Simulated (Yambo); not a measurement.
A BSE run in Yambo for KSO₂F (space group P2_1/m, No. 11) (LDA bands; 4×4×4 mesh, 14 valence and 10 conduction bands, static screening with 103 bands and a 3 Ry block, scissor 3.55 eV, Tamm-Dancoff; field along x) gives:

| state | energy (eV) | states within 2 meV | relative strength | class |
|---|---|---|---|---|
| 1 | 4.80 | 1 | < 0.01 | dark |
| 2 | 4.82 | 1 | 1.00 | strong |
| 3 | 5.01 | 2 | < 0.01 | dark |
| 4 | 6.12 | 1 | < 0.01 | dark |
| 5 | 6.13 | 1 | < 0.01 | dark |

Axes are Cartesian, with cell vectors (Å) (4.71, 0.00, 0.00), (0.00, 5.82, 0.00), (-2.25, 0.00, 6.79).

### Question
What changes when the light is polarised along y instead?

### Answer
The energies stay; the strengths change. The first strong state is now at 6.13 eV instead of 4.82 eV.
```csv
state,energy (eV),states within 2 meV,relative strength,class
1,4.80,1,< 0.01,dark
2,4.82,1,< 0.01,dark
3,5.01,2,0.06,weak
4,6.12,1,< 0.01,dark
5,6.13,1,1.00,strong
```
Each run's strengths are scaled to its own strongest state. These are vertical excitations (zero momentum). The scissor comes from a G0W0 run whose convergence isn't established.

Geometry of the Materials Project entry, not relaxed at this level; primitive cell a = 4.709 Å, b = 5.816 Å, c = 7.151 Å, α = γ = 90.00°, β = 108.35°.
